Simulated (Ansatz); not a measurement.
IrO$_{2}$:
```
IrO2
1.0
    4.47092     0.00000     0.00000
    0.00000     4.47092     0.00000
    0.00000     0.00000     3.15445
Ir O
2 4
Direct
  0.00000   0.00000   0.00000
  0.50000   0.50000   0.50000
  0.30892   0.30892   0.00000
  0.80892   0.19108   0.50000
  0.19108   0.80892   0.50000
  0.69108   0.69108   0.00000
```

Relaxed with PBEsol. Special points in fractions of this cell's reciprocal vectors: Γ (0.000, 0.000, 0.000); X (0.000, 0.500, 0.000); M (0.500, 0.500, 0.000); Z (0.000, 0.000, 0.500); R (0.000, 0.500, 0.500); A (0.500, 0.500, 0.500).

**Question.** List the band energies nearest the Fermi level at these points for PBEsol in the plane-wave PAW code Ansatz.

**Answer.** In eV from the Fermi level; about four levels below and three above (degenerate sets whole), none deeper than 8.9 eV; points with the same levels are listed once.

| k | below | above |
|---|---|---|
| Γ | -2.49 -2.49 -2.39 -2.39 -2.23 | 0.84 1.30 4.17 |
| X | -1.33 -1.33 -0.30 -0.30 | 3.65 3.65 3.73 3.73 |
| M | -2.54 -2.54 -2.45 -2.45 | 0.21 0.21 2.61 2.61 |
| Z | -1.97 -1.97 -0.70 -0.70 | 0.28 0.28 2.33 2.33 |
| R | -2.84 -2.84 -1.83 -1.83 | 0.57 0.57 1.20 1.20 |
| A | -1.27 -1.27 -0.49 -0.49 | 2.28 2.28 3.30 3.30 |

Space group P4_2/mnm (rutile). The PBEsol relaxation kept the symmetry of its start. No spin polarisation was allowed. The volume moved by -16 % from the start of the relaxation. Spin–orbit coupling is left out wherever it is not named.

Potentials: the later of the program's two PAW sets.
